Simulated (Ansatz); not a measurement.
CaIrO3 (space group Cmcm)

```yaml
crystal:
  lattice:
    - [1.58673, -4.83552, 0.00000]
    - [1.58673, 4.83552, 0.00000]
    - [0.00000, 0.00000, 7.24744]
  atoms:
    - { symbol: Ca, position: [0.25195, 0.74805, 0.25000] }
    - { symbol: Ca, position: [0.74805, 0.25195, 0.75000] }
    - { symbol: Ir, position: [0.50000, 0.50000, 0.00000] }
    - { symbol: Ir, position: [0.50000, 0.50000, 0.50000] }
    - { symbol: O, position: [0.12620, 0.87380, 0.95081] }
    - { symbol: O, position: [0.87380, 0.12620, 0.04919] }
    - { symbol: O, position: [0.87380, 0.12620, 0.45081] }
    - { symbol: O, position: [0.12620, 0.87380, 0.54919] }
    - { symbol: O, position: [0.57674, 0.42326, 0.25000] }
    - { symbol: O, position: [0.42326, 0.57674, 0.75000] }
```

The slice is a (001) plane (indices of the conventional cell) through the point (0.252, 0.748, 0.250) (fractional), spanned by u = [110] and v = [1 -1 0] in vectors of this cell: u (3.17 Å) and v (9.67 Å, at 90° to u). It covers one period; positions are fractions (u, v).

Method: PBEsol (plane waves to 420 eV, PAW, scalar-relativistic; Ansatz, a quantum-chemistry and plane-wave program). k mesh 15×15×7. These are valence fields of a PAW run, semicore shells included where kept as valence: close to a nucleus they are smooth pseudo fields. CaIrO3 is run without spin polarisation and with no Hubbard U. CaIrO3 was relaxed with its symmetry unable to fall. Spin-orbit coupling is left out, though Ir is heavy.

Sketch the electron localisation function (ELF) on this plane as a map.


```tsv
v \ u	0.00	0.10	0.20	0.30	0.40	0.50	0.60	0.70	0.80	0.90
0.94	0.86	0.83	0.52	0.09	0.26	0.51	0.26	0.09	0.52	0.83
0.84	0.02	0.10	0.61	0.85	x	x	x	0.85	0.61	0.10
0.75	0.01	0.03	0.18	0.50	0.70	0.74	0.70	0.50	0.18	0.03
0.66	0.04	0.03	0.03	0.02	0.03	0.03	0.03	0.02	0.03	0.03
0.56	0.05	0.03	0.10	0.65	0.84	0.85	0.84	0.65	0.10	0.03
0.47	0.08	0.05	0.28	0.82	0.85	x	0.85	0.82	0.28	0.05
0.38	0.84	0.86	0.79	0.26	0.05	0.04	0.05	0.26	0.79	0.86
0.28	0.72	0.79	0.76	0.46	0.08	0.02	0.08	0.46	0.76	0.79
0.19	0.09	0.07	0.04	0.02	0.02	0.02	0.02	0.02	0.04	0.07
0.09	0.61	0.49	0.14	0.03	0.04	0.05	0.04	0.03	0.14	0.49
0.00	x	x	0.85	0.49	0.04	0.02	0.04	0.49	0.85	x
```

Values: electron localisation function (ELF). Points within 0.4 Å of a nucleus are blanked (x), as the pseudised field means little there.
